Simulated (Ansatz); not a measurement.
## Spinel alloy of ZnGa2O4 and ZnAl2O4 (4 of 16 Ga sites exchanged), 56 atoms

Ansatz, PAW, plane waves. PBEsol relaxation of volume and atoms (shape held) at the single k point (¼, ¼, ¼) without its symmetry partners; single points on the relaxed atoms at the single k point (¼, ¼, ¼) without its symmetry partners, onto which points of the small cell's zone fold. Arrangement: random. No spin–orbit coupling unless named.

Relaxed structure:

```cif
data_structure
_symmetry_space_group_name_H-M 'P 1'
_symmetry_Int_Tables_number 1
_cell_length_a 8.2783
_cell_length_b 8.2783
_cell_length_c 8.2783
_cell_angle_alpha 90.000
_cell_angle_beta 90.000
_cell_angle_gamma 90.000
_cell_volume 567.31
loop_
_atom_site_label
_atom_site_type_symbol
_atom_site_fract_x
_atom_site_fract_y
_atom_site_fract_z
_atom_site_occupancy
Zn1 Zn 0.87486 0.37454 0.37475 1
Zn2 Zn 0.37499 0.87478 0.37488 1
Zn3 Zn 0.37500 0.37470 0.87498 1
Zn4 Zn 0.12938 0.12320 0.12344 1
Zn5 Zn 0.87511 0.87446 0.87469 1
Zn6 Zn 0.62128 0.62687 0.12341 1
Zn7 Zn 0.62127 0.12321 0.62708 1
Zn8 Zn 0.12919 0.62717 0.62736 1
Ga1 Ga 0.49741 0.99965 0.99986 1
Ga2 Ga 0.74879 0.25109 0.00161 1
Ga3 Ga 0.74879 0.00142 0.25126 1
Ga4 Ga 0.00190 0.50155 0.99892 1
Ga5 Ga 0.00187 0.99868 0.50178 1
Ga6 Ga 0.50001 0.50002 0.50026 1
Ga7 Ga 0.25271 0.24722 0.50019 1
Ga8 Ga 0.25273 0.50000 0.24746 1
Ga9 Ga 0.74853 0.75104 0.50162 1
Ga10 Ga 0.74858 0.50146 0.75124 1
Ga11 Ga 0.00170 0.75105 0.24850 1
Ga12 Ga 0.00172 0.24829 0.75127 1
O1 O 0.50863 0.01749 0.24022 1
O2 O 0.73199 0.24086 0.24105 1
O3 O 0.50863 0.24002 0.01769 1
O4 O 0.73708 0.01120 0.01139 1
O5 O 0.01310 0.51133 0.23837 1
O6 O 0.24279 0.74105 0.23025 1
O7 O 0.01875 0.74121 0.00855 1
O8 O 0.24130 0.51865 0.00787 1
O9 O 0.01875 0.00831 0.74142 1
O10 O 0.24279 0.23003 0.74126 1
O11 O 0.01309 0.23814 0.51155 1
O12 O 0.24129 0.00763 0.51887 1
O13 O 0.26855 0.25891 0.25912 1
O14 O 0.49114 0.48258 0.25965 1
O15 O 0.49113 0.25943 0.48277 1
O16 O 0.26175 0.48793 0.48814 1
O17 O 0.50833 0.51779 0.74050 1
O18 O 0.73004 0.74184 0.74203 1
O19 O 0.50831 0.74029 0.51799 1
O20 O 0.73870 0.51206 0.51227 1
O21 O 0.76000 0.76185 0.26085 1
O22 O 0.98961 0.98998 0.26167 1
O23 O 0.98947 0.76011 0.48894 1
O24 O 0.76184 0.98923 0.49069 1
O25 O 0.76001 0.26066 0.76205 1
O26 O 0.98949 0.48874 0.76034 1
O27 O 0.98962 0.26144 0.99019 1
O28 O 0.76186 0.49050 0.98943 1
O29 O 0.26494 0.76437 0.76459 1
O30 O 0.48274 0.98314 0.75917 1
O31 O 0.48273 0.75896 0.98335 1
O32 O 0.25834 0.98249 0.98271 1
Al1 Al 0.25094 0.75061 0.99702 1
Al2 Al 0.50004 0.24992 0.25011 1
Al3 Al 0.25093 0.99679 0.75083 1
Al4 Al 0.49702 0.75058 0.75079 1
```

Task: What are the mean bond lengths by pair (pairs within 1.2 times the sum of covalent radii, less contacts 15 % beyond the pair's median; cation–cation pairs of compounds aside; long ionic contacts are cut short by that bound)?

Result: Al–O 1.928 ± 0.004 Å (standard deviation, 24 bonds); Ga–O 1.992 ± 0.007 Å (standard deviation, 72 bonds); O–Zn 1.964 ± 0.001 Å (standard deviation, 32 bonds).

Task: What gap lies between the top filled and the lowest empty level in the single points?

Result: HSE06 5.85 eV (45 s on NVIDIA H100). Away from Γ this isn't the crystal's band gap.
